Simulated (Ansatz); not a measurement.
A relaxed cell of C (P6₃/mmc (No. 194)), relaxed on a k-mesh at least as fine as the one used below. Method: PBE (plane waves to 420 eV, PAW, scalar-relativistic; Ansatz, an electronic-structure program). Γ-centred k-mesh 6×6×5 on the run's cell (coarser than for final values), Fermi–Dirac smearing 0.05 eV.

```
C
1.0
    4.45693     0.00000     0.00000
   -2.22846     3.85981     0.00000
    0.00000     0.00000     5.05976
C
12
Cartesian
  0.00000   3.45759   0.63247
  0.00000   3.45759   3.16235
  1.46257   1.72879   1.89741
  1.46257   1.72879   4.42729
 -0.76590   2.13102   0.63247
 -0.76590   2.13102   3.16235
  2.22846   0.40222   1.89741
  2.22846   0.40222   4.42729
  0.76590   2.13102   0.63247
  0.76590   2.13102   3.16235
  2.99436   1.72879   1.89741
  2.99436   1.72879   4.42729
```

The atoms are displaced by (Å):

```
atom      ux      uy      uz
----  ------  ------  ------
C1    -0.138  -0.029   0.136
C2    -0.045   0.072  -0.057
C3    -0.022  -0.055   0.017
C4    -0.051  -0.027   0.013
C5     0.055  -0.043   0.042
C6     0.071  -0.045   0.218
C7    -0.043   0.096   0.103
C8     0.158  -0.057  -0.066
C9     0.120  -0.053   0.100
C10   -0.053  -0.079   0.032
C11    0.009  -0.001  -0.080
C12    0.004   0.052  -0.017
```

Task: What forces (eV/Å) and pressure result?

Result: 
```tsv
atom	Fx	Fy	Fz
C1	4.46	1.51	-3.60
C2	1.45	-4.29	5.48
C3	0.19	2.41	3.43
C4	3.98	0.25	0.68
C5	-0.65	0.53	-1.37
C6	-0.58	3.19	-11.42
C7	1.14	-4.64	-5.68
C8	-3.15	1.92	4.33
C9	-5.90	1.76	-4.46
C10	2.05	1.60	0.07
C11	-0.24	-0.83	6.52
C12	-2.75	-3.41	6.03
```

Pressure +11.7 GPa.

Task: Estimate the energy cost of the displacement in the harmonic approximation and compare with the calculation.

Result: For a harmonic well ΔE = −½ Σ F·u = 4.586 eV a cell, or 382 meV/atom. The calculated energy relative to the undisplaced cell is +0.396 eV/atom, so the harmonic estimate holds well.

No spin polarisation in the result.

The run that gave the undisplaced cell could not lose the symmetry of its start; a randomly shaken copy of 12 atoms returns to this structure.

The relaxed structure here is a generated cell of C: the first start was made by placing the elements on the sites of a structure type, and the end was not matched to a known phase here, so it may be hypothetical. A known form of C has the same space group but another cell.
